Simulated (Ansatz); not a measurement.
Relaxing a structure of Cu

The start is a generated trial cell of Cu in the AFLOW prototype A_hR1_166_a (A_i). The structure is fully relaxed (lattice and positions, P = 0) with PBEsol (plane waves to 420 eV, PAW, scalar-relativistic; Ansatz, a program for electronic structure). First-step values are on the input's coarse k-mesh.

Ansatz input (later rounds restart from its end on a renewed k-mesh):
Ansatz 0.2 input:
```yaml
crystal:
  lattice:
    - [1.7391673, 1.0041087, 1.1225049]
    - [-1.7391673, 1.0041087, 1.1225049]
    - [0, -2.0082175, 1.1225049]
  atoms:
    - { symbol: Cu, position: [0, 0, 0] }
basis: { ecutwfc: 420, ecutrho_ratio: 4, xc_grid: 2, fft_grid_basis: typed }
kpoints: { mp_grid: { grid: [14, 14, 14] } }
hamiltonian:
  xc: pbesol
  dispersion: none
  pseudopotentials: { azcp: { folder: ./paw }, kind: paw }
scf: { occupations: { method: fermi_dirac, width: 0.05 } }
relax: { f_tol: 0.01, max_steps: 100, cell: { stress_tol: 0.02 } }
output: { forces: true, stress: true }
```

Q: What pressure does the first self-consistent step give?

A: +12.8 GPa (positive: the cell is compressed).

Q: Does the structure survive the relaxation? Give the final space group.

A: The space group goes from R-3m (No. 166) to Im-3m (No. 229); the end is bcc (W type), with 1 atom in the primitive cell.

Q: How much energy is released per atom?

A: 0.43 eV/atom.

Q: How does the volume change?

A: -3.4 %, from 11.76 to 11.36 Å³/atom.

Q: How do the shortest distances between atoms change?

A: The closest pairs of elements (up to four, under 3.6 Å), start → end: Cu–Cu 2.30 → 2.45 Å.

Q: What band gap does the relaxed structure have at this level?

A: No gap (metallic).

Q: What does it relax into? Give the structure.

A: 
```cif
data_Cu2
_chemical_formula_sum 'Cu2'
_space_group_name_H-M_alt 'Im-3m'
_space_group_IT_number 229
_space_group_name_Hall '-I 4 2 3'
_cell_length_a 2.83210
_cell_length_b 2.83210
_cell_length_c 2.83210
_cell_angle_alpha 90.000
_cell_angle_beta 90.000
_cell_angle_gamma 90.000
loop_
_atom_site_label
_atom_site_type_symbol
_atom_site_symmetry_multiplicity
_atom_site_Wyckoff_symbol
_atom_site_fract_x
_atom_site_fract_y
_atom_site_fract_z
_atom_site_occupancy
Cu1 Cu 2 a 0.00000 0.00000 0.00000 1
```
(The calculation used a cell of 1 atom; values per cell refer to that cell.)

Final values are on a 23×23×23 k-mesh of the relaxed cell. No spin polarisation in the result.

The run could not lose the symmetry of its start: the end is stationary, and may be a saddle point rather than a minimum.

The relaxed structure here is a generated cell of Cu: the first start was made by placing the elements on the sites of a structure type, and the end was not matched to a known phase here, so it may be hypothetical. Known forms of Cu include space group No. 225.
